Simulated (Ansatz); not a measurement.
# Ga started on a Sn site and Ga started on a Sn site, 10.66 Å apart on the ideal sites in cubic perovskite CsSnI3, 40 atoms, charge 0

All numbers come from Ansatz (PAW, plane waves, no spin–orbit coupling) at the single k point (¼, ¼, ¼) without its symmetry partners. The atoms were relaxed with PBEsol in a fixed cell; other functionals are single points on those atoms unless said otherwise. The valence top and gap of the host come from its small cell on a dense mesh, with the band extrema sought between the mesh points, lined up by the mean potential, PBEsol gap 0.15 eV, r²SCAN gap 0.31 eV.

Cell: a = 12.314 Å, b = 12.314 Å, c = 12.314 Å, α = 90.00°, β = 90.00°, γ = 90.00°.

Nearest atoms after relaxation, from the placed atom (for vacancies from the middle of the vacant sites): I at 3.00 Å, I at 3.01 Å, I at 3.02 Å, I at 3.05 Å, I at 3.06 Å, I at 3.07 Å.

Chemical potentials μ are those of reference phases of the elements at zero temperature by the same functional (the usual solids, diamond for C, grey Sn, and the molecules H2, N2, O2, F2, Cl2, Br2 and S8).

```csv
functional,E(defect) − E(host) − Σ nμ + q·E_VBM (eV),monopole (eV),alignment (eV),formation energy at E_F = VBM (eV),moment (μB),"wall time, shared host"
PBEsol,1.88,0.00,0.00,1.88,0 (no spin),4.4 s on NVIDIA GB200 (relaxation)
```

Estimate the formation energy and moment that r²SCAN gives on these atoms.

1.50 eV at E_F = VBM, moment 0 (no spin).

The charge sits partly or wholly in a band of the host, at the cell's one k point and not at the band edge, so the formation energy is too high and the charge correction doesn't apply as it stands.

The runs had no spin polarisation though PBEsol leaves holes or close levels at the Fermi level; a state of higher spin may be lower.

All elements are taken at their own reference at once; growth conditions in equilibrium with the host shift these energies, by up to the host's formation enthalpy.

The ideal cubic host may itself distort, and that gain is in these energies.

One k point and a cell of this size can leave errors of several tenths of an eV in such numbers.
